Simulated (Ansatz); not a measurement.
Input file for Ansatz (an electronic-structure program):

Ansatz 0.2 input:
```yaml
crystal:
  lattice:
    - [7.2028678976, 0.0, 0.0]
    - [0.0, 7.2028678976, 0.0]
    - [0.0, 0.0, 4.1870958563]
  atoms:
    - { symbol: In, position: [0.3223364914, 0.6776635086, 0.0] }
    - { symbol: In, position: [0.6776635086, 0.3223364914, 0.0] }
    - { symbol: In, position: [0.8223364914, 0.8223364914, 0.5] }
    - { symbol: In, position: [0.1776635086, 0.1776635086, 0.5] }
    - { symbol: P, position: [0.3183356193, 0.3183356193, 0.0] }
    - { symbol: P, position: [0.6816643807, 0.6816643807, 0.0] }
    - { symbol: P, position: [0.1816643807, 0.8183356193, 0.5] }
    - { symbol: P, position: [0.8183356193, 0.1816643807, 0.5] }
kpoints:
  mp_grid: { grid: [3, 3, 6] }
  band_path:
    path:
      - [[0.0, 0.0, 0.0], [0.0, 0.5, 0.0], [0.5, 0.5, 0.0], [0.0, 0.0, 0.0], [0.0, 0.0, 0.5], [0.0, 0.5, 0.5], [0.5, 0.5, 0.5], [0.0, 0.0, 0.5]]  # Γ-X-M-Γ-Z-R-A-Z
      - [[0.0, 0.5, 0.0], [0.0, 0.5, 0.5]]  # X-R
      - [[0.5, 0.5, 0.0], [0.5, 0.5, 0.5]]  # M-A
      - [VBM, CBM]
    npoints: 8
hamiltonian:
  xc: r2scan
  pseudopotentials: { azcp: { folder: ./paw }, kind: paw_fr }
magnetization: { noncollinear: true, spin_orbit: true }
scf:
  n_extra_bands: 16
  convergence: { dr2_threshold: 0.0000000001 }
  occupations: { method: gaussian, width: 0.01 }
checkpoint: { write: soc.run }
output: { eigenvalues: true }
```

Output (shortened):

```
Pseudopotential: In, paw, valence charge 13
Pseudopotential: P, paw, valence charge 5
Functional definition: r2SCAN
non-collinear run that drives no moment, with spin-orbit …
Crystal: 8 atoms, lattice volume = 217.232 Å³
Basis set: ecut = 500 eV, 5543 PW (Γ), exchange–correlation on 216×216×128 points (64 copies of the dense FFT grid, shifted against one another)
Bands: 88, of which v1, the nominal top of the filled ones, is band 72 counted from 1 (71 counted from 0)
Symmetry: 16 space group operations + 16 with time reversal
k-points: 12 of 54
Projection manifold: j_resolved (fully-relativistic pseudo-atomic orbitals)
SCF iter   1: F=—  HF=-25447.563480 eV  |F-HF|=—  |Δ(HF+E_count)|=         —  Δρ=3.45e-2  dr2=3.43e0  dr2_τ=2.27e-2  dr2_m=0.00e0 (ungated)  ethr=3.10e-3  |M|=0.00e0 ∫|m|=0.00e0 μB  |m|>n=0.0e0 m-floor=0.0e0 τ_xc=0.0e0  β_m=0.30  ⟨swp⟩=6.8  Hψ=2582  notcnv=0  defer=10
preconditioner: auto → Resta (q_TF=auto, 2.270 Å⁻¹)
spin=Noncollinear: Resta preconditioning applied to the charge; magnetization (m_x, m_y, m_z) channels mix plain (no charge-response kernel on spin).
SCF iter   2: F=—  HF=-25447.248846 eV  |F-HF|=—  |Δ(HF+E_count)|=   3.15e-1  Δρ=2.51e-2  dr2=1.58e0  dr2_τ=1.93e-3  dr2_m=0.00e0 (ungated)  ethr=3.10e-3  |M|=0.00e0 ∫|m|=0.00e0 μB  |m|>n=0.0e0 m-floor=0.0e0 τ_xc=0.0e0  β_m=0.61  ⟨swp⟩=2.0  Hψ=650  notcnv=0  defer=116
SCF iter   3: F=—  HF=-25447.153977 eV  |F-HF|=—  |Δ(HF+E_count)|=   9.49e-2  Δρ=4.70e-3  dr2=6.02e-2  dr2_τ=3.28e-4  dr2_m=0.00e0 (ungated)  ethr=2.20e-3  |M|=0.00e0 ∫|m|=0.00e0 μB  |m|>n=0.0e0 m-floor=0.0e0 τ_xc=0.0e0  β_m=0.73  ⟨swp⟩=2.4  Hψ=687  notcnv=0  defer=116
SCF iter   4: F=—  HF=-25447.160092 eV  |F-HF|=—  |Δ(HF+E_count)|=   6.12e-3  Δρ=1.05e-3  dr2=3.54e-3  dr2_τ=1.45e-5  dr2_m=0.00e0 (ungated)  ethr=8.36e-5  |M|=0.00e0 ∫|m|=0.00e0 μB  |m|>n=0.0e0 m-floor=0.0e0 τ_xc=0.0e0  β_m=0.87  ⟨swp⟩=3.1  Hψ=724  notcnv=0  defer=120
SCF iter   5: F=—  HF=-25447.161236 eV  |F-HF|=—  |Δ(HF+E_count)|=   1.14e-3  Δρ=2.40e-4  dr2=1.54e-4  dr2_τ=6.44e-7  dr2_m=0.00e0 (ungated)  ethr=4.92e-6  |M|=0.00e0 ∫|m|=0.00e0 μB  |m|>n=0.0e0 m-floor=0.0e0 τ_xc=0.0e0  β_m=0.93  ⟨swp⟩=2.8  Hψ=867  notcnv=0  defer=120
SCF iter   6: F=—  HF=-25447.161301 eV  |F-HF|=—  |Δ(HF+E_count)|=   6.50e-5  Δρ=4.38e-5  dr2=5.20e-6  dr2_τ=5.91e-8  dr2_m=0.00e0 (ungated)  ethr=2.14e-7  |M|=0.00e0 ∫|m|=0.00e0 μB  |m|>n=0.0e0 m-floor=0.0e0 τ_xc=0.0e0  β_m=0.93  ⟨swp⟩=3.0  Hψ=1048  notcnv=0  defer=120
SCF iter   7: F=—  HF=-25447.161406 eV  |F-HF|=—  |Δ(HF+E_count)|=   1.05e-4  Δρ=1.05e-5  dr2=2.91e-7  dr2_τ=3.75e-9  dr2_m=0.00e0 (ungated)  ethr=7.23e-9  |M|=0.00e0 ∫|m|=0.00e0 μB  |m|>n=0.0e0 m-floor=0.0e0 τ_xc=0.0e0  β_m=0.96  ⟨swp⟩=2.0  Hψ=953  notcnv=0  defer=120
SCF iter   8: F=—  HF=-25447.161407 eV  |F-HF|=—  |Δ(HF+E_count)|=   2.82e-7  Δρ=2.88e-6  dr2=2.41e-8  dr2_τ=1.90e-10  dr2_m=0.00e0 (ungated)  ethr=4.04e-10  |M|=0.00e0 ∫|m|=0.00e0 μB  |m|>n=0.0e0 m-floor=0.0e0 τ_xc=0.0e0  β_m=0.98  ⟨swp⟩=2.0  Hψ=900  notcnv=0  defer=120
SCF iter  11: F=-25447.161407 eV  HF=-25447.161407 eV  |F-HF|=1.09e-11  |Δ(HF+E_count)|=  7.28e-11  Δρ=3.76e-8  dr2=6.37e-12  dr2_τ=2.36e-14  dr2_m=0.00e0 (ungated)  ethr=1.00e-12  |M|=0.00e0 ∫|m|=0.00e0 μB  |m|>n=0.0e0 m-floor=0.0e0 τ_xc=0.0e0  ⟨swp⟩=13.5  Hψ=2083  notcnv=0
SCF 1 converged in 11 iterations: F = -25447.161407 eV  dr2 = 6.37e-12
NSCF: frozen V_eff on 40 k-points
NSCF: frozen V_eff on 40 k-points
NSCF: frozen V_eff on 40 k-points
NSCF: frozen V_eff on 10 k-points
NSCF: frozen V_eff on 5 k-points
NSCF: frozen V_eff on 5 k-points
NSCF: frozen V_eff on 5 k-points
NSCF: frozen V_eff on 5 k-points
NSCF: frozen V_eff on 5 k-points
NSCF: frozen V_eff on 5 k-points
NSCF: frozen V_eff on 84 k-points
SCF converged after 11 iterations
Magnetization: |M| = 0.0000 μB,  M = (+0.0000, +0.0000, +0.0000) μB
Absolute magnetization: 0.0000 μB (∫|m|)
  site 0: m = (+0.0000, +0.0000, +0.0000) μB, |m| = 0.0000 μB  (R = 1.05 Å)
  site 1: m = (+0.0000, +0.0000, +0.0000) μB, |m| = 0.0000 μB  (R = 1.05 Å)
  site 2: m = (+0.0000, +0.0000, +0.0000) μB, |m| = 0.0000 μB  (R = 1.05 Å)
  site 3: m = (+0.0000, +0.0000, +0.0000) μB, |m| = 0.0000 μB  (R = 1.05 Å)
  site 4: m = (+0.0000, +0.0000, +0.0000) μB, |m| = 0.0000 μB  (R = 1.05 Å)
  site 5: m = (+0.0000, +0.0000, +0.0000) μB, |m| = 0.0000 μB  (R = 1.05 Å)
  site 6: m = (+0.0000, +0.0000, +0.0000) μB, |m| = 0.0000 μB  (R = 1.05 Å)
  site 7: m = (+0.0000, +0.0000, +0.0000) μB, |m| = 0.0000 μB  (R = 1.05 Å)
Free energy (F): -25447.161407 eV
Harris-Foulkes:  -25447.161407 eV  (|F-HF|=1.09e-11)
Internal energy: -25447.161407 eV  (E = F + TS)
E sigma→0 (E₀):  -25447.161407 eV
Fermi energy:    6.527148 eV
--- Per-component energies (eV) ---
  E_band       = -302.463617
  E_kinetic    = 1146.494293
  E_local      = -5683.977296  (includes V_loc(G=0)·N_el)
  E_nonlocal   = 1437.887026
  E_hartree    = 2291.140456
  E_xc         = -796.061444
  E_vxc        = -636.167032  (∫ρ·V_xc dr)
  E_paw        = -19172.445531  (= ΣΔE_a)
  E_vpaw       = -1186.503743  (= ΣTr[D̂ρ^β])
  E_aug_tail   = -0.000354  (compensation charges beyond the density's cutoff)
  E_vtau       = 37.522514  (kinetic-family band-sum trace: ∫τ·v_τ [+ j·A + Jᵃ·Aᵃ] dr)
  E_ewald      = -4673.735699
  E_core_change = 3.537143  (= ΣΔE_core)
  E_smearing   =  0.000000  (= −TS)
  E_closure    = 0.000000  (closes the sum)
  Σ components = -25447.161407   (vs F -25447.161407, Δ=0.00e0)
  [band-id]    e_kinetic+e_local+e_nonlocal+2·e_hartree+e_vxc+e_vpaw+e_augmentation_tail+e_vtau = -302.463681   (vs E_band -302.463617, Δ=-6.38e-5)
--- Band table (eV; the first three rows and the last of 12) ---
  k-point 0: bands = ["-9.1978", "-9.1978", "-9.1824", "-9.1824", "-9.1517", "-9.1517", "-9.1469", "-9.1469", "-9.1427", "-9.1427", "-9.1291", "-9.1291", "-9.1176", "-9.1176", "-9.0892", "-9.0892", "-8.4274", "-8.4274", "-8.3807", "-8.3807", "-8.3507", …
  k-point 1: bands = ["-9.2081", "-9.2081", "-9.2057", "-9.2057", "-9.1486", "-9.1486", "-9.1357", "-9.1357", "-9.1332", "-9.1332", "-9.1173", "-9.1173", "-9.1095", "-9.1095", "-9.0881", "-9.0881", "-8.4723", "-8.4723", "-8.3646", "-8.3646", "-8.3357", …
  k-point 2: bands = ["-9.2268", "-9.2268", "-9.2176", "-9.2176", "-9.1491", "-9.1491", "-9.1372", "-9.1372", "-9.1203", "-9.1203", "-9.1122", "-9.1122", "-9.0873", "-9.0873", "-9.0869", "-9.0869", "-8.4890", "-8.4890", "-8.4098", "-8.4098", "-8.3233", …
  k-point 11: bands = ["-9.2235", "-9.2235", "-9.1962", "-9.1962", "-9.1810", "-9.1810", "-9.1492", "-9.1492", "-9.1134", "-9.1134", "-9.1080", "-9.1080", "-9.0956", "-9.0956", "-9.0815", "-9.0815", "-8.4376", "-8.4376", "-8.4019", "-8.4019", "-8.3635", …
```

Cost: roughly 17 core-minutes on shared cores.

Space group P4_2/mnm. The start of the workflow was typed in or built on a structure type; neither database checked (COD, Materials Project) lists it. It is not the phase usual at ambient conditions (space group No. 216). Symmetry was held in the r²SCAN relaxation; whether a distortion lowers the energy is not shown. The volume moved by 22 % from the start of the relaxation.

Potentials: the earlier of the program's two PAW sets.

Ansatz is a plane-wave DFT program.
